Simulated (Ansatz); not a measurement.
Relaxed-ion elastic tensor of SiO₂ in space group Pbcn (No. 60; Si on 4c, O on 8d) in GPa (Voigt order), plane-wave PAW r²SCAN (Ansatz code); density 4.35 g/cm³, 7.65 Å³ per atom.

```json
[
 {"": "1", "1": "579", "2": "182", "3": "176", "4": "0.0", "5": "0.0", "6": "0.0"},
 {"": "2", "1": "182", "2": "626", "3": "177", "4": "0.0", "5": "0.0", "6": "0.0"},
 {"": "3", "1": "176", "2": "177", "3": "702", "4": "0.0", "5": "0.0", "6": "0.0"},
 {"": "4", "1": "0.0", "2": "0.0", "3": "0.0", "4": "220", "5": "0.0", "6": "0.0"},
 {"": "5", "1": "0.0", "2": "0.0", "3": "0.0", "4": "0.0", "5": "247", "6": "0.0"},
 {"": "6", "1": "0.0", "2": "0.0", "3": "0.0", "4": "0.0", "5": "0.0", "6": "266"}
]
```

Is the crystal mechanically stable?

Yes: the smallest eigenvalue of C is 220 GPa.

Work out the Voigt, Reuss and Hill averages.

K_V = 331, K_R = 329, K_H = 330; G_V = 238, G_R = 236, G_H = 237 GPa.

Give Young's modulus, Poisson's ratio, Pugh's ratio and the universal anisotropy index.

E = 9KG/(3K + G) = 574 GPa; ν = 0.21; K/G = 1.39 (brittle by the Pugh limit of 1.75); A_U = 5G_V/G_R + K_V/K_R − 6 = 0.05.

Estimate the sound speeds and the Debye temperature.

v_l = √((K + 4G/3)/ρ) = 12200 m/s, v_t = √(G/ρ) = 7380 m/s, mean 8160 m/s; Θ = (h/k)(3n/4πV)^(1/3) v_m = 1230 K.

Solve the Christoffel equation for the three sound speeds along x, y, z.

Eigenvalues of C_ijkl n_j n_l equal ρv². In km/s, slowest first: x 7.53, 7.82, 11.54; y 7.12, 7.82, 12.00; z 7.12, 7.53, 12.71.

How much does each axis shrink under pressure?

Linear compressibilities β_i = Σ_j S_ij (j = 1 to 3): x 1.1, y 1.0, z 0.88 per TPa.

The workflow started from a Materials Project entry (that database holds measured and hypothetical structures alike); the Crystallography Open Database copy checked does not list it. It is not the phase usual at ambient conditions (space group No. 92, 152, 154). The cell was relaxed with r²SCAN under the symmetry of its start; of distortions, only those at the zone centre were tested.

Potentials: the earlier of the program's two PAW sets.
